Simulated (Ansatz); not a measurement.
**Hf: strain and displacement**

```
Hf
1.0
     3.19670    0.00000    0.00000
    -1.59835    2.76842    0.00000
     0.00000    0.00000    5.05780
Hf
2
Direct
  0.33333 0.66667 0.25000
  0.66667 0.33333 0.75000
```

Atoms are numbered in the order listed.

The geometry is COD entry 9008501, unchecked; take it as a test cell.

No spin–orbit coupling, which matters for the heavy atoms here.

All numbers below come from Ansatz 0.2.0, DFT, PBEsol, all-electron LAPW, scalar-relativistic.

The runs use a Γ-centred 13×13×7 k mesh, Fermi–Dirac smearing of 0.05 eV, basis error target 0.5 meV/atom, no spin polarisation.

The unchanged cell is at -3.70 GPa.

In a metal, stresses and small energies carry noise from the k mesh.

x, y and z are the Cartesian axes of the cell as listed; fractional coordinates follow a strain, and an engineering shear is twice the off-diagonal strain component.

Problem. With this change (equal xy, yz and zx engineering shear strains of -2 %), what becomes of the energy and stress and forces?

Solution. Energy change +5 meV/atom; stress change (xx, yy, zz, yz, xz, xy) 0.00, 0.03, 0.04, 1.01, 1.01, 1.37 GPa, compression positive; change of the force on Hf1 (0.053, 0.001, 0.008) eV/Å.

Problem. With this change (equal xy, yz and zx engineering shear strains of -1 %), what becomes of the energy and stress and forces?

Solution. Energy change +1 meV/atom; stress change (xx, yy, zz, yz, xz, xy) 0.00, 0.01, 0.01, 0.49, 0.49, 0.68 GPa, compression positive; change of the force on Hf1 (0.026, 0.000, 0.002) eV/Å.

Problem. With this change (equal xy, yz and zx engineering shear strains of +1 %), what becomes of the energy and stress and forces?

Solution. Energy change +1 meV/atom; stress change (xx, yy, zz, yz, xz, xy) 0.00, 0.01, 0.01, -0.47, -0.47, -0.66 GPa, compression positive; change of the force on Hf2 (0.025, 0.000, -0.002) eV/Å.

Problem. With this change (equal xy, yz and zx engineering shear strains of +2 %), what becomes of the energy and stress and forces?

Solution. Energy change +4 meV/atom; stress change (xx, yy, zz, yz, xz, xy) 0.00, 0.03, 0.03, -0.93, -0.93, -1.28 GPa, compression positive; change of the force on Hf2 (0.046, 0.000, -0.006) eV/Å.
